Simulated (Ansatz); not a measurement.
BeS:
Space group Fm-3m (No. 225); a = 4.590 Å, b = 4.590 Å, c = 4.590 Å, α = 90.00°, β = 90.00°, γ = 90.00°

| atom | site | symmetry | x | y | z |
|---|---|---|---|---|---|
| S | 4a | m-3m | 0.0000 | 0.0000 | 0.0000 |
| Be | 4b | m-3m | 0.5000 | 0.5000 | 0.5000 |
(The calculation used a cell of 2 atoms; values per cell refer to that cell.)

Relaxed with plane-wave PAW PBEsol (Ansatz code). Indices refer to the conventional cell of Fm-3m, a = b = c = 4.590 Å, α = β = γ = 90.00°.

Problem. Simulate the powder diffraction pattern (Cu Kα1, λ = 1.54056 Å; lines above 1 %) up to 2θ = 90°.

Solution. Simulated powder pattern, Cu Kα1, λ = 1.54056 Å (kinematic, ideal powder, no thermal factors, no anomalous dispersion; the 30 strongest lines at most, above 1 %, up to 2θ = 90°):

```
2θ (°)  d (Å)  I/Imax (%)    hkl
------  -----  ----------  -----
33.80   2.650         100  (111)
39.22   2.295         100  (200)
56.68   1.623          61  (220)
67.64   1.384          33  (311)
71.09   1.325          21  (222)
84.33   1.147          10  (400)
```

The start of the workflow was typed in or built on a structure type; neither database checked (COD, Materials Project) lists it. COD files the formula under space group No. 216, so this cell is another polymorph or a model. Its standing as an ambient phase is unchecked. The cell was relaxed with PBEsol under the symmetry of its start. At this level the phase is dynamically unstable (imaginary phonons).

Potentials: the later of the program's two PAW sets.
